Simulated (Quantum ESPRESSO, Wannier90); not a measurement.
## Wannier functions of AlCo (CsCl type)

```xyz
2
Lattice="2.8194 0.0000 0.0000 0.0000 2.8194 0.0000 0.0000 0.0000 2.8194" Properties=species:S:1:pos:R:3 pbc="T T T"
Al     0.0000     0.0000     0.0000
Co     1.4097     1.4097     1.4097
```

Materials Project entry mp-284; symmetrised, unrelaxed at this level. Not found in the COD (Crystallography Open Database) copy used; not checked further. Method: PBEsol plane waves in Quantum ESPRESSO 7.5 (PseudoDojo norm-conserving files, 77 Ry, no spin polarisation, no spin-orbit coupling), Bloch states on a 10×10×10 mesh through Γ, Wannier90 4.0.1. Density: 14×14×14 mesh, cold smearing 0.01 Ry. A non-magnetic state is assumed; magnetic ones were not tried.

Functional, cutoff and mesh named above are those of the base row (PBEsol); the first column says what each row takes instead. Model: 13 functions from bands 5-26, start hydrogen-like Al: s;p; Co: s;p;d, disentangled but not localised (num_iter = 0), frozen window tied to the conduction edge or Fermi level of each row, as listed, which moves Ω_I and hoppings a little by itself. Energies are relative to the Fermi level; the misfit is to pw.x on a path, for states up to 1.0 eV relative to the Fermi level. The functional changes, each with its own PseudoDojo files and their cutoffs, on the same cell. The disentangled Ω_I can sit in another minimum from row to row.

```tsv
functional	frozen to (eV)	Ω_I (Å²)	rms misfit (meV)	bottom of band 5 (eV)	on-site Al1 pz minus Al1 s (eV)	hopping modulus Co2 px – Co2 px, R = 1 0 0 (eV)	hopping modulus Co2 pz – Al1 s, R = 0 1 0 (eV)	hopping modulus Co2 s – Al1 s, R = 1 0 1 (eV)	hopping modulus Co2 pz – Co2 dz2, R = 0 0 1 (eV)
LDA	1.50	10.32	14	-11.24	5.06	2.523	1.524	1.374	0.513
PBE	1.50	10.45	15	-11.33	5.01	2.537	1.533	1.387	0.516
PBEsol	1.50	10.43	15	-11.31	5.00	2.533	1.530	1.385	0.519
```
